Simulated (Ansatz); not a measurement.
BAs:
```cif
data_As2B2
_chemical_formula_sum 'B2 As2'
_space_group_name_H-M_alt 'P 1'
_space_group_IT_number 1
_cell_length_a 3.36464
_cell_length_b 3.36464
_cell_length_c 5.57364
_cell_angle_alpha 90.000
_cell_angle_beta 90.000
_cell_angle_gamma 120.000
loop_
_space_group_symop_operation_xyz
  'x, y, z'
loop_
_atom_site_label
_atom_site_type_symbol
_atom_site_fract_x
_atom_site_fract_y
_atom_site_fract_z
_atom_site_occupancy
B1 B 0.33333 0.66667 0.37458 1
B2 B 0.66667 0.33333 0.87458 1
As1 As 0.33333 0.66667 0.00042 1
As2 As 0.66667 0.33333 0.50042 1
```

Relaxed with r²SCAN.

Q: Give the optical modes at the zone centre with their infrared and Raman activity from DFPT, the program Ansatz at the r²SCAN level (PAW).

A: Transverse frequencies, without the LO–TO term; a row sums one degenerate level.

| ω (cm⁻¹) | degeneracy | IR ((D/Å)²/amu) | Raman (Å⁴/amu) | activity | symmetry |
|---|---|---|---|---|---|
| 139 | 2 | 0.00 | 0.80 | Raman | E2 |
| 315 | 1 | 0.00 | 0 | silent | B1 |
| 665 | 2 | 0.00 | 430 | Raman | E2 |
| 691 | 1 | 0.72 | 810 | IR+Raman | A1 |
| 697 | 2 | 1.53 | 190 | IR+Raman | E1 |
| 708 | 1 | 0.00 | 0 | silent | B1 |

Q: How high does the top mode go among those that the LO–TO term moves?

A: 699 cm⁻¹ for q along x, 699 cm⁻¹ for q along y, 693 cm⁻¹ for q along z.

Space group P6_3mc (wurtzite). The first step of the workflow began from a Materials Project structure, measured or hypothetical; the Crystallography Open Database copy checked does not list it. It is not the phase usual at ambient conditions (space group No. 216). The r²SCAN relaxation kept the symmetry of its start; its stability against distortions is not shown here.

Potentials: the earlier of the program's two PAW sets. The files were generated under PBE; for other functionals the program regenerates the frozen cores, and for LDA and PBEsol the local potential too.
